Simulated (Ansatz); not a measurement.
**GeF2: rattling a relaxed structure**

It was reached by relaxing an invented guess, and it needn't be the stable form of this composition.

The calculation used Ansatz 0.2.0, DFT PBE+D3(BJ), scalar-relativistic, plane waves, PAW. Settings: cutoff 420 eV, Γ-centred mesh 6×6×1 on the computed 6-atom cell, Gaussian smearing of 0.02 eV; no spin polarisation.

The cell below (6 atoms, layer group c211 (No. 10)) is relaxed within its symmetry. Only a and b repeat, and vacuum parts the sheet from its images along c.

```yaml
crystal:
  periodic: [true, true, false]
  lattice:
    - [4.03392, 0.10917, 0.00000]
    - [-1.92105, 3.54880, 0.00000]
    - [0.00000, 0.00000, 43.42374]
  atoms:
    - { symbol: Ge, position: [0.93919, 0.65510, 0.23584] }
    - { symbol: Ge, position: [0.32176, 0.27253, 0.31685] }
    - { symbol: F, position: [0.11013, 0.10946, 0.25662] }
    - { symbol: F, position: [0.39663, 0.81369, 0.21664] }
    - { symbol: F, position: [0.48035, 0.72996, 0.33605] }
    - { symbol: F, position: [0.77613, 0.44346, 0.29607] }
```

For the test a repeat of it with 12 atoms (edges 8.07, 4.04 Å) was strained at random (σ = 1.5 % a component), the atoms were moved at random (σ = 0.10 Å), and all was relaxed again on a coarse 2×4×1 mesh (in the run’s order of axes) with 0.10 eV smearing, with no symmetry imposed.

Question: What happens?

Answer: It returns, within 1 meV/atom of the unmoved cell on that mesh and with the same symmetry when read at 0.1 Å (P1 at 0.01 Å, so small strains and shifts remain). So it is stable against the distortions that fit this cell and that this random move excites. Modes that don't fit the cell aren't tested.
